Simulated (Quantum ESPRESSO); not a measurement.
## Ti2HfF4O4 (input and log of a self-consistent run)

Computed values, not a measurement. The program is pw.x of Quantum ESPRESSO 7.5 (plane-wave density functional theory). The cell is made up: 11 atoms on a fluorite lattice with one site empty, with randomly drawn elements, strain and displacements, not relaxed. PseudoDojo standard norm-conserving files (v0.5 for PBE, v0.4.1 for LDA and PBEsol) set the functional; there is no spin polarisation, spin-orbit coupling or dispersion term, and the masses in the input are unused placeholders.

The hafnium pseudopotential is less sure than the others, with forces about 3 percent (worst 6) and pressure in oxides about 1.5 GPa (worst 2.7) from a second method in checks, which no rerun with the same files tests.

Input:

```
&control calculation='scf', pseudo_dir='./dojo.nc.sr.pbe.v0_5.standard.upf', outdir='./o', disk_io='medium', tprnfor=.true., tstress=.true. /
&system ibrav=0, nat=11, ntyp=4, nbnd=50, ecutwfc=84.00895049, nosym=.true., tot_charge=0,
 occupations='smearing', smearing='fd', degauss=0.0018374661
/
&electrons conv_thr=7.350e-09, electron_maxstep=60, /
ATOMIC_SPECIES
F 1.0 F.upf
Hf 1.0 Hf.upf
O 1.0 O.upf
Ti 1.0 Ti.upf
CELL_PARAMETERS angstrom
4.9273 0.0391 0.0741
0.0391 4.9222 -0.0021
0.0741 -0.0021 4.8539
ATOMIC_POSITIONS angstrom
Ti 0.0194 0.0347 0.0407
Hf 2.4757 0.0085 2.5091
Ti 2.4689 2.4757 0.0366
F 1.3244 1.2325 1.2326
F 1.3974 1.2517 3.6157
O 1.2859 3.7092 1.2071
F 1.3366 3.7771 3.6602
F 3.7095 1.2901 1.2641
O 3.8121 1.299 3.7516
O 3.7042 3.7911 1.2643
O 3.7706 3.7357 3.6928
K_POINTS automatic
5 5 5 1 1 1
```

The log is shortened where brackets say so; the opening notice, blank lines, dates and the lines on written files are dropped, and the path of the files is cut. It prints rydbergs, bohrs and kilobars, and counts compression as positive stress. With no partly filled state, the Fermi energy that it prints is only some level between the filled and the empty states on the mesh, and need not lie in the true gap.

```
     Program PWSCF v.7.5
     Parallel version (MPI & OpenMP), running on       1 processor cores
     Number of MPI processes:                 1
     Threads/MPI process:                     1
     [start-up lines left out]
     bravais-lattice index     =            0
     lattice parameter (alat)  =       9.3126  a.u.
     unit-cell volume          =     794.1974 (a.u.)^3
     number of atoms/cell      =           11
     number of atomic types    =            4
     number of electrons       =        88.00
     number of Kohn-Sham states=           50
     kinetic-energy cutoff     =      84.0090  Ry
     charge density cutoff     =     336.0358  Ry
     scf convergence threshold =      7.3E-09
     mixing beta               =       0.7000
     number of iterations used =            8  plain     mixing
     Exchange-correlation= PBE
                           (   1   4   3   4   0   0   0)
     [axes and pseudopotential details left out]
   Cartesian axes
     site n.     atom                  positions (alat units)
         1        Ti     tau(   1) = (   0.0039367   0.0070414   0.0082589  )
         2        Hf     tau(   2) = (   0.5023729   0.0017248   0.5091505  )
         3        Ti     tau(   3) = (   0.5009931   0.5023729   0.0074269  )
         4        F      tau(   4) = (   0.2687493   0.2501008   0.2501211  )
         5        F      tau(   5) = (   0.2835626   0.2539969   0.7337035  )
         6        O      tau(   6) = (   0.2609369   0.7526767   0.2449466  )
         7        F      tau(   7) = (   0.2712250   0.7664551   0.7427335  )
         8        F      tau(   8) = (   0.7527376   0.2617891   0.2565132  )
         9        O      tau(   9) = (   0.7735573   0.2635951   0.7612806  )
        10        O      tau(  10) = (   0.7516621   0.7692960   0.2565537  )
        11        O      tau(  11) = (   0.7651361   0.7580541   0.7493488  )
     number of k points=    63  Fermi-Dirac smearing, width (Ry)=  0.0018
                       cart. coord. in units 2pi/alat
        k(    1) = (   0.0977208   0.0993845   0.1000780), wk =   0.0320000
        k(    2) = (   0.0946655   0.0994954   0.3031785), wk =   0.0320000
     [further k points left out]
     Dense  grid:    82623 G-vectors     FFT dimensions: (  60,  60,  54)
     Estimated max dynamical RAM per process >     136.48 MB
     Initial potential from superposition of free atoms
     starting charge      87.9949, renormalised to      88.0000
     Starting wfcs are   62 randomized atomic wfcs
     total cpu time spent up to now is       24.5 secs
     per-process dynamical memory:    83.2 Mb
     Self-consistent Calculation
     iteration #  1     ecut=    84.01 Ry     beta= 0.70
     Davidson diagonalization with overlap
     ethr =  1.00E-02,  avg # of iterations =  2.0
     total cpu time spent up to now is       72.3 secs
     total energy              =    -678.01346449 Ry
     estimated scf accuracy    <       4.74602350 Ry
     iteration #  2     ecut=    84.01 Ry     beta= 0.70
     Davidson diagonalization with overlap
     ethr =  5.39E-03,  avg # of iterations =  7.1
     total cpu time spent up to now is      150.9 secs
     total energy              =    -670.59333675 Ry
     estimated scf accuracy    <     104.11228252 Ry
     iteration #  3     ecut=    84.01 Ry     beta= 0.70
     Davidson diagonalization with overlap
     ethr =  5.39E-03,  avg # of iterations =  9.5
     total cpu time spent up to now is      230.6 secs
     total energy              =    -680.66511315 Ry
     estimated scf accuracy    <       2.35513584 Ry
     iteration #  4     ecut=    84.01 Ry     beta= 0.70
     Davidson diagonalization with overlap
     ethr =  2.68E-03,  avg # of iterations =  2.1
     total cpu time spent up to now is      274.5 secs
     total energy              =    -680.76664591 Ry
     estimated scf accuracy    <       1.10197547 Ry
     iteration #  5     ecut=    84.01 Ry     beta= 0.70
     Davidson diagonalization with overlap
     ethr =  1.25E-03,  avg # of iterations =  1.0
     total cpu time spent up to now is      311.3 secs
     total energy              =    -680.63075160 Ry
     estimated scf accuracy    <       0.73443118 Ry
     [iterations 6 to 19 left out]
     iteration # 20     ecut=    84.01 Ry     beta= 0.70
     Davidson diagonalization with overlap
     ethr =  4.89E-10,  avg # of iterations =  6.1
     total cpu time spent up to now is     1097.8 secs
     total energy              =    -680.70595409 Ry
     estimated scf accuracy    <       0.00000065 Ry
     iteration # 21     ecut=    84.01 Ry     beta= 0.70
     Davidson diagonalization with overlap
     ethr =  4.89E-10,  avg # of iterations =  1.1
     total cpu time spent up to now is     1151.5 secs
     total energy              =    -680.70595409 Ry
     estimated scf accuracy    <       0.00000024 Ry
     iteration # 22     ecut=    84.01 Ry     beta= 0.70
     Davidson diagonalization with overlap
     ethr =  2.75E-10,  avg # of iterations =  1.8
     total cpu time spent up to now is     1203.7 secs
     total energy              =    -680.70595408 Ry
     estimated scf accuracy    <       0.00000006 Ry
     iteration # 23     ecut=    84.01 Ry     beta= 0.70
     Davidson diagonalization with overlap
     ethr =  7.11E-11,  avg # of iterations =  6.0
     total cpu time spent up to now is     1273.9 secs
     total energy              =    -680.70595410 Ry
     estimated scf accuracy    <       0.00000003 Ry
     iteration # 24     ecut=    84.01 Ry     beta= 0.70
     Davidson diagonalization with overlap
     ethr =  3.50E-11,  avg # of iterations =  1.2
     total cpu time spent up to now is     1328.7 secs
     End of self-consistent calculation
          k = 0.0977 0.0994 0.1001 ( 10332 PWs)   bands (ev):
   -52.3783 -49.0149 -48.9998 -25.4366 -25.3300 -25.2307 -25.1469 -25.1092
   -25.0332 -21.5559 -21.3936 -21.0621 -15.6892 -15.1586 -15.0684 -14.5021
    -8.0284  -7.2832  -7.1271  -6.4476   0.9693   1.0270   1.4067   1.9236
     2.1992   2.3213   2.8774   3.0763   3.3263   3.8505   4.3984   4.7042
     5.0413   5.2722   5.3464   6.6122   6.9682   7.3379   7.6070   7.8944
     8.0647   8.6907   9.3084   9.7474  10.3463  10.3780  10.4789  10.8568
    11.3402  11.7540
     [levels at the other k points left out]
     the Fermi energy is     9.9799 ev
!    total energy              =    -680.70595410 Ry
     estimated scf accuracy    <          5.7E-09 Ry
     smearing contrib. (-TS)   =      -0.00000046 Ry
     internal energy E=F+TS    =    -680.70595364 Ry
     The total energy is F=E-TS. E is the sum of the following terms:
     one-electron contribution =    -230.67146380 Ry
     hartree contribution      =     162.68475310 Ry
     xc contribution           =    -141.15724670 Ry
     ewald contribution        =    -471.56199624 Ry
     convergence has been achieved in  24 iterations
     Forces acting on atoms (cartesian axes, Ry/au):
     atom    1 type  4   force =    -0.18072217   -0.13570029    0.01293915
     atom    2 type  2   force =     0.17254570   -0.11467044   -0.04797136
     atom    3 type  4   force =     0.16295008    0.15444219   -0.00530396
     atom    4 type  1   force =    -0.02906354    0.01550842   -0.03997554
     atom    5 type  1   force =    -0.06278931    0.05573894    0.06482591
     atom    6 type  3   force =     0.00810246    0.02543818   -0.06574072
     atom    7 type  1   force =    -0.04064327   -0.02605788    0.02507653
     atom    8 type  1   force =     0.00466467    0.01962163    0.00735095
     atom    9 type  3   force =    -0.02229142   -0.03514038    0.06233294
     atom   10 type  3   force =     0.02162951    0.02504347   -0.07526929
     atom   11 type  3   force =    -0.03438271    0.01577615    0.06173539
     Total force =     0.432329     Total SCF correction =     0.000187
     Computing stress (Cartesian axis) and pressure
          total   stress  (Ry/bohr**3)                   (kbar)     P=       34.90
   0.00003682  -0.00011023  -0.00039983            5.42      -16.22      -58.82
  -0.00011023   0.00011452  -0.00013644          -16.22       16.85      -20.07
  -0.00039983  -0.00013644   0.00056046          -58.82      -20.07       82.45
     init_run     :     22.96s CPU     24.31s WALL (       1 calls)
     electrons    :   1232.33s CPU   1304.19s WALL (       1 calls)
     forces       :     10.70s CPU     10.81s WALL (       1 calls)
     stress       :     39.26s CPU     39.44s WALL (       1 calls)
     [timing details left out]
     PWSCF        :  21m45.59s CPU  22m59.48s WALL
     JOB DONE.
```

In other units: free energy -9261.476 eV for the cell, pressure 3.49 GPa, largest force component 4.647 eV/Å. A rerun of this cell at a cutoff of 1437 eV and k mesh 7 x 7 x 7 moved values by no more than 0.003 eV in energy, 0.04 GPa in stress and 0.004 eV/Å in force.